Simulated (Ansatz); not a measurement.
Pb:
```
Pb
1.0
    0.00000     2.49778     2.49778
    2.49778     0.00000     2.49778
    2.49778     2.49778     0.00000
Pb
1
Cartesian
  0.00000   0.00000   0.00000
```

Relaxed with r²SCAN. Special points in fractions of this cell's reciprocal vectors: Γ (0.000, 0.000, 0.000); X (0.500, 0.000, 0.500); U (0.625, 0.250, 0.625); K (0.375, 0.375, 0.750); L (0.500, 0.500, 0.500); W (0.500, 0.250, 0.750).

Question: List the band energies nearest the Fermi level at these points for r²SCAN (plane waves, PAW; program Ansatz).

Answer: In eV from the Fermi level; about four levels below and three above (degenerate sets whole), none deeper than 8.9 eV; … stands for higher levels left out; points with the same levels are listed once.

| k | below | above |
|---|---|---|
| Γ | – | 7.47 7.47 7.47 |
| X | -7.03 -3.38 | 2.05 2.05 … |
| U | -7.12 -2.37 -1.23 | 2.99 … |
| L | -8.47 -4.28 | 5.61 5.61 … |
| W | -6.93 -1.44 -1.44 | 0.35 … |

Space group Fm-3m (fcc (Cu type)). Symmetry was held in the r²SCAN relaxation. Scalar-relativistic: spin–orbit coupling is off unless named, which matters more the heavier the elements.

Potentials: the later of the program's two PAW sets.
